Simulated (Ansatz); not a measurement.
A structure of BN relaxed with PBEsol (plane waves to 420 eV, PAW, scalar-relativistic; Ansatz, a quantum-chemistry and plane-wave program); single points at other levels follow on the same geometry (Ansatz, PAW; HSE06 at 420 eV on a 10×10×6 k-mesh; no spin-orbit coupling). Space group P6₃/mmc (No. 194).

```cif
data_B2N2
_chemical_formula_sum 'B2 N2'
_space_group_name_H-M_alt 'P 1'
_space_group_IT_number 1
_cell_length_a 2.48324
_cell_length_b 2.48324
_cell_length_c 4.00409
_cell_angle_alpha 90.000
_cell_angle_beta 90.000
_cell_angle_gamma 120.000
loop_
_space_group_symop_operation_xyz
  'x, y, z'
loop_
_atom_site_label
_atom_site_type_symbol
_atom_site_fract_x
_atom_site_fract_y
_atom_site_fract_z
_atom_site_occupancy
B1 B 0.00000 0.00000 0.00000 1
B2 B 0.00000 0.00000 0.50000 1
N1 N 0.33333 0.66667 0.25000 1
N2 N 0.66667 0.33333 0.75000 1
```

| level | gap (eV) | kind | conduction minimum |
|---|---|---|---|
| PBEsol | 1.57 | indirect | K |
| HSE06 | [?] | – | [?] |

Some entries are withheld; supply them.


- HSE06, gap (eV): 2.60
- HSE06, conduction minimum: K

HSE06 gaps come from a coarse mesh plus a few chosen points, so they may be too large. No spin polarisation in the result.

The run could not lose the symmetry of its start.

All atoms sit on sites fixed by symmetry, so only the cell could relax.
